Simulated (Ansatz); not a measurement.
Data:

SnTePbSe:
```cif
data_PbSeSnTe
_chemical_formula_sum 'Sn1 Te1 Pb1 Se1'
_space_group_name_H-M_alt 'P 1'
_space_group_IT_number 1
_cell_length_a 4.36314
_cell_length_b 4.36314
_cell_length_c 6.14208
_cell_angle_alpha 90.000
_cell_angle_beta 90.000
_cell_angle_gamma 90.000
loop_
_space_group_symop_operation_xyz
  'x, y, z'
loop_
_atom_site_label
_atom_site_type_symbol
_atom_site_fract_x
_atom_site_fract_y
_atom_site_fract_z
_atom_site_occupancy
Sn1 Sn 0.50000 0.50000 0.50000 1
Te1 Te 0.50000 0.50000 0.00000 1
Pb1 Pb 0.00000 0.00000 0.00000 1
Se1 Se 0.00000 0.00000 0.50000 1
```

This is the LDA-relaxed structure.

Question: All from LDA (plane waves, PAW; program Ansatz), unless another level is named. Give the bulk modulus (Birch–Murnaghan fit).

Answer: 53.1 GPa.

Question: Give the highest zone-centre frequency.

Answer: 2.94 THz.

Space group P4/mmm. The workflow started from a Materials Project entry (that database holds measured and hypothetical structures alike); the Crystallography Open Database copy checked does not list it. Whether it is the stable phase at ambient conditions was not checked. The LDA relaxation kept the symmetry of its start. At this level the phase is dynamically unstable (imaginary phonons). As this level gives no gap, phonon frequencies hold no LO–TO term and depend on the k-mesh and smearing (Fermi–Dirac, 0.1 eV here). Spin–orbit coupling is left out wherever it is not named.

Potentials: the later of the program's two PAW sets.
